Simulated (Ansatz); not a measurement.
The relaxed structure here is a generated cell of KMgBr3: the first start was made by placing the elements on the sites of a structure type, and the end was not matched to a known phase here, so it may be hypothetical.

A structure of KMgBr3 relaxed with r2SCAN (plane waves to 500 eV, PAW, scalar-relativistic; Ansatz, a quantum-chemistry and plane-wave program); single points at other levels follow on the same geometry (Ansatz, PAW; HSE06 at 420 eV on a 3×2×3 k-mesh; no spin-orbit coupling). Space group Pnma (No. 62).

```cif
data_Br12K4Mg4
_chemical_formula_sum 'K4 Mg4 Br12'
_space_group_name_H-M_alt 'P 1'
_space_group_IT_number 1
_cell_length_a 7.52167
_cell_length_b 10.48888
_cell_length_c 7.31642
_cell_angle_alpha 90.000
_cell_angle_beta 90.000
_cell_angle_gamma 90.000
loop_
_space_group_symop_operation_xyz
  'x, y, z'
loop_
_atom_site_label
_atom_site_type_symbol
_atom_site_fract_x
_atom_site_fract_y
_atom_site_fract_z
_atom_site_occupancy
K1 K 0.43632 0.25000 0.98069 1
K2 K 0.93632 0.25000 0.51931 1
K3 K 0.56368 0.75000 0.01931 1
K4 K 0.06368 0.75000 0.48069 1
Mg1 Mg 0.00000 0.00000 0.00000 1
Mg2 Mg 0.50000 0.50000 0.50000 1
Mg3 Mg 0.00000 0.50000 0.00000 1
Mg4 Mg 0.50000 0.00000 0.50000 1
Br1 Br 0.00842 0.25000 0.07747 1
Br2 Br 0.50842 0.25000 0.42253 1
Br3 Br 0.99158 0.75000 0.92253 1
Br4 Br 0.49158 0.75000 0.57747 1
Br5 Br 0.29653 0.53850 0.20177 1
Br6 Br 0.79653 0.96150 0.29823 1
Br7 Br 0.70347 0.03850 0.79823 1
Br8 Br 0.20347 0.46150 0.70177 1
Br9 Br 0.70347 0.46150 0.79823 1
Br10 Br 0.20347 0.03850 0.70177 1
Br11 Br 0.29653 0.96150 0.20177 1
Br12 Br 0.79653 0.53850 0.29823 1
```

| level | gap (eV) | kind | conduction minimum |
|---|---|---|---|
| r2SCAN | 4.28 | direct | Γ |
| HSE06 | [?] | – | [?] |

**Question.** What belongs in the gaps?

**Answer.** 
- HSE06, gap (eV): 4.67
- HSE06, conduction minimum: Γ

HSE06 gaps come from a coarse mesh plus a few chosen points, so they may be too large. For this cell size the semilocal gaps come from the SCF mesh and high-symmetry points. No spin polarisation in the result.

The run could not lose the symmetry of its start: the end is stationary, and may be a saddle point rather than a minimum.
